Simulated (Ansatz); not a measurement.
Sb: energy along a strain

Sb, Pm-3m, a = 3.160 Å (as given, not relaxed at this level: -3.8 GPa). This isn't the element's structure at ambient conditions. Ansatz: r2SCAN, PAW, 500 eV, Γ-centred 16×16×16 mesh on 1 atom, Gaussian smearing 0.15 eV; no spin polarisation. Cell vectors (Å): 3.160 0.000 0.000; 0.000 3.160 0.000; 0.000 0.000 3.160. The cell is strained by x per cent times the pattern (0 1 0 0 0 0) in the order xx yy zz yz xz xy (engineering shears), with fractional coordinates held. y is the free energy over the start, V0 = 31.554 Å³/atom.

| x (%) | y (meV/atom) |
| --- | --- |
| -6.00 | ? |
| -4.50 | -10.52 |
| -3.00 | -12.46 |
| -1.50 | -8.73 |
| 0.00 | 0.00 |
| 1.50 | 13.25 |
| 3.00 | 30.27 |
| 4.50 | 50.34 |
| 5.25 | 61.30 |
| 6.00 | 72.81 |

Q: Fit y = c1 x + c2 x² + c3 x³ to the other rows, get the stiffness along the pattern, and predict the missing energy.

A: Least squares on the rows shown. y = 7.4202 x + 0.98350 x² − 0.032862 x³. The clamped-ion stiffness p·C·p = 2 × 9.835 eV × 160.2 / 31.554 Å³ = 100 GPa, which is C22 in these axes (C11 of the cubic crystal) (second derivative at the start, which stands under stress). At x = -6.00 the fit asked for gives -2.02 meV/atom. The run gave -0.96 meV/atom, so the fit is 1.06 meV/atom too low, 1.2 % of the span of the series, against an rms of 0.04 meV/atom on the fitted rows. The row lies outside the fitted range. With a term in x⁴ added, a fit to the same known rows predicts -2.42 meV/atom, further off still.